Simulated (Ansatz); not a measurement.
B₃HN₃:
```
CELL_PARAMETERS angstrom
      3.77108    -2.17250     0.00000
      3.77108     2.17250     0.00000
      0.00000     0.00000     6.82708
ATOMIC_POSITIONS crystal
  N  0.86037 0.13963 0.96906
  N  0.53173 0.80525 0.98900
  N  0.19475 0.46827 0.98900
  B  0.19248 0.80752 0.02251
  B  0.86174 0.47641 0.98336
  B  0.52359 0.13826 0.98336
  H  0.13897 0.86103 0.22292
  N  0.80525 0.53173 0.48900
  N  0.46827 0.19475 0.48900
  N  0.13963 0.86037 0.46906
  B  0.47641 0.86174 0.48336
  B  0.13826 0.52359 0.48336
  B  0.80752 0.19248 0.52251
  H  0.86103 0.13897 0.72292
```

Relaxed with r²SCAN+D4. Special points in fractions of this cell's reciprocal vectors: Γ (0.000, 0.000, 0.000); Y (0.500, 0.500, 0.000); F0 (0.333, 0.667, 0.000); Δ0 (-0.333, 0.333, 0.000); Z (0.000, 0.000, 0.500); B0 (-0.333, 0.333, 0.500); G0 (0.333, 0.667, 0.500); T (0.500, 0.500, 0.500); S (0.000, 0.500, 0.000); R (0.000, 0.500, 0.500).

Problem. List the band energies nearest the Fermi level at these points for r²SCAN+D4 (plane waves, PAW; program Ansatz).

Solution. In eV from the Fermi level; about four levels below and three above (degenerate sets whole), none deeper than 8.9 eV; points with the same levels are listed once.

| k | below | above |
|---|---|---|
| Γ | -3.12 -1.88 -1.77 -1.20 | 0.48 3.19 3.54 |
| Y | -4.44 -4.22 -2.81 -0.94 | 0.58 4.03 4.83 |
| F0 | -4.10 -3.69 -3.59 -1.68 | 1.72 5.16 5.24 |
| Z | -1.78 -1.78 -0.65 -0.65 | 3.19 3.19 5.57 5.57 |
| B0 | -4.46 -4.46 -4.28 -4.28 | 0.46 0.46 5.28 5.28 |
| T | -3.25 -3.25 -0.08 -0.08 | 4.17 4.17 6.42 6.42 |
| S | -4.11 -3.94 -2.69 -1.93 | 1.51 3.45 5.24 |
| R | -4.85 -4.85 -3.31 -3.31 | 0.11 0.11 4.28 4.28 |

Space group Cmc2_1. A made-up cell: these elements were put on the sites of a structure type; neither database checked (COD, Materials Project) lists it. Whether it is the stable phase at ambient conditions was not checked. Symmetry was held in the r²SCAN+D4 relaxation; whether a distortion lowers the energy is not shown. The workflow began spin-polarised and lost its moments.

Potentials: the later of the program's two PAW sets.
